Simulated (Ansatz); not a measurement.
La (dhcp type, space group P6_3/mmc)

```xyz
4
Lattice="3.7703 0.0000 0.0000 -1.8852 3.2652 0.0000 0.0000 0.0000 12.0810" Properties=species:S:1:pos:R:3 pbc="T T T"
La     0.0000     0.0000     0.0000
La     0.0000     0.0000     6.0405
La     0.0000     2.1768     3.0202
La     1.8852     1.0884     9.0607
```

The slice is a (1 -1 0 0) plane (indices of the conventional cell) through the point (0.000, 0.000, 0.000) (fractional), spanned by u = [110] and v = [001] in vectors of this cell: u (3.77 Å) and v (12.08 Å, at 90° to u). It covers one period; positions are fractions (u, v).

Computed with PBE (plane waves to 420 eV, PAW, scalar-relativistic; Ansatz, a first-principles code). k mesh 14×14×4. Near the nuclei the fields are pseudised (PAW); where an atom keeps semicore shells as valence, they peak there. La is run without spin polarisation. La was relaxed with its symmetry unable to fall.

Q: Sketch the electron localisation function (ELF) on this plane as a map.

A: 
```
|%@# . #@|
|+- .:. -|
|::     :|
|*- :=: -|
|+:.+#+.:|
|*- :=: -|
|::     :|
|+- .:. -|
|%@# . #@|
|xx@   @x|
|%@# . #@|
|+- .:. -|
|::     :|
|*- :=: -|
|+:.+#+.:|
|*- :=: -|
|::     :|
|+- .:. -|
|%@# . #@|
|xx@   @x|
```
Scale: ten equal steps from 0.13 (start of ' ') to 0.83 (end of '@'), in the order ' .:-=+*#%@'. Values: electron localisation function (ELF). The map has 8 points along u (one character each, u = 0 at the left) and 20 along v (v = 0 in the bottom row). Points within 0.5 Å of a nucleus are blanked (x), as the pseudised field means little there.
